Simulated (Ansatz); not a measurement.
CsPbBr3 (cubic perovskite)

```
CsPbBr3
1.0
    6.00277     0.00000     0.00000
    0.00000     6.00277     0.00000
    0.00000     0.00000     6.00277
Cs Pb Br
1 1 3
Cartesian
  0.00000   0.00000   0.00000
  3.00138   3.00138   3.00138
  0.00000   3.00138   3.00138
  3.00138   3.00138   0.00000
  3.00138   0.00000   3.00138
```

Equation-of-state scan: isotropic scaling of the cell above, V₀ being its volume. Symmetry pins the atoms to their sites.

Computed with PBE (plane waves to 420 eV, PAW, scalar-relativistic; Ansatz, an electronic-structure program). k mesh 6×6×6 (Γ-centred), Fermi-Dirac smearing 0.05 eV. Energies are smeared free energies. Stress and pressure are positive under compression. CsPbBr3 was relaxed with its symmetry unable to fall. Spin-orbit coupling is left out, though Pb is heavy. The PAW data are Ansatz's earlier set. This is a high-temperature form of CsPbBr3. The zero of ΔE is the relaxed starting cell.

```tsv
V (Å³/atom)	ΔE (meV/atom)
38.934	30.6
40.015	16.3
41.097	6.9
42.178	1.6
43.260	0.0
44.341	1.5
45.423	5.7
46.504	12.3
47.586	withheld
```

Problem. Fit a third-order Birch-Murnaghan form (E₀, V₀, B₀, B₀′ free) to the given rows and predict ΔE at V = 47.586.

Solution. Least squares on the 8 given rows: ΔE = E₀ + (9V₀B₀/16)·y²·[2 + (B₀′ − 4)y], y = (V₀/V)^(2/3) − 1, with V₀ = 43.256 Å³/atom, B₀ = 18.57 GPa (160.2 GPa = 1 eV/Å³; the term in eV is multiplied by 1000), B₀′ = 4.74, E₀ = -0.01 meV/atom; root-mean-square residual 0.02 meV/atom. At 47.586 the fit gives 20.9 meV/atom; the calculation gives 20.9 meV/atom, the same to the digits shown. For the pressure the fit gives -1.41 GPa against the computed -1.41 GPa.

(A scan under strain: stresses follow from slopes of the energy per volume, elastic moduli from its curvatures.)
